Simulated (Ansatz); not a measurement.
ScAl3 (Cu3Au type)

```
ScAl3
1.0
    4.07175     0.00000     0.00000
    0.00000     4.07175     0.00000
    0.00000     0.00000     4.07175
Al Sc
3 1
Direct
  0.00000   0.50000   0.50000
  0.50000   0.50000   0.00000
  0.50000   0.00000   0.50000
  0.00000   0.00000   0.00000
```

The volume is varied about the relaxed value V₀ at fixed cell shape. Symmetry pins the atoms to their sites.

The numbers are results of PBEsol (plane waves to 420 eV, PAW, scalar-relativistic; Ansatz, an electronic-structure program), not measurements. k mesh 12×12×12 (Γ-centred), Fermi-Dirac smearing 0.05 eV. The energy includes the smearing's −TS. Stress and pressure are positive under compression. ScAl3 is run without spin polarisation. ScAl3 was relaxed with its symmetry unable to fall. The zero of ΔE is the relaxed starting cell. The last digit holds for this mesh only.

```json
[
 {"V (Å³/atom)": "15.864", "ΔE (meV/atom)": "19.3"},
 {"V (Å³/atom)": "16.033", "ΔE (meV/atom)": "13.2"},
 {"V (Å³/atom)": "16.201", "ΔE (meV/atom)": "8.3"},
 {"V (Å³/atom)": "16.370", "ΔE (meV/atom)": "4.6"},
 {"V (Å³/atom)": "16.539", "ΔE (meV/atom)": "2.0"},
 {"V (Å³/atom)": "16.708", "ΔE (meV/atom)": "0.5"},
 {"V (Å³/atom)": "16.877", "ΔE (meV/atom)": "0.0"},
 {"V (Å³/atom)": "17.045", "ΔE (meV/atom)": "0.5"},
 {"V (Å³/atom)": "17.214", "ΔE (meV/atom)": "1.9"},
 {"V (Å³/atom)": "17.383", "ΔE (meV/atom)": "withheld"},
 {"V (Å³/atom)": "17.552", "ΔE (meV/atom)": "7.2"},
 {"V (Å³/atom)": "17.720", "ΔE (meV/atom)": "11.1"},
 {"V (Å³/atom)": "17.889", "ΔE (meV/atom)": "15.7"}
]
```

Task: Fit a third-order Birch-Murnaghan form (E₀, V₀, B₀, B₀′ free) to the given rows and predict ΔE at V = 17.383.

Result: Least squares on the 12 given rows: ΔE = E₀ + (9V₀B₀/16)·y²·[2 + (B₀′ − 4)y], y = (V₀/V)^(2/3) − 1, with V₀ = 16.877 Å³/atom, B₀ = 91.52 GPa (160.2 GPa = 1 eV/Å³; the term in eV is multiplied by 1000), B₀′ = 4.15, E₀ = 0.02 meV/atom; root-mean-square residual 0.02 meV/atom. At 17.383 the fit gives 4.1 meV/atom; the calculation gives 4.1 meV/atom, the same to the digits shown. For the pressure the fit gives -2.5 GPa against the computed -2.6 GPa.

(A scan under strain: stresses follow from slopes of the energy per volume, elastic moduli from its curvatures.)
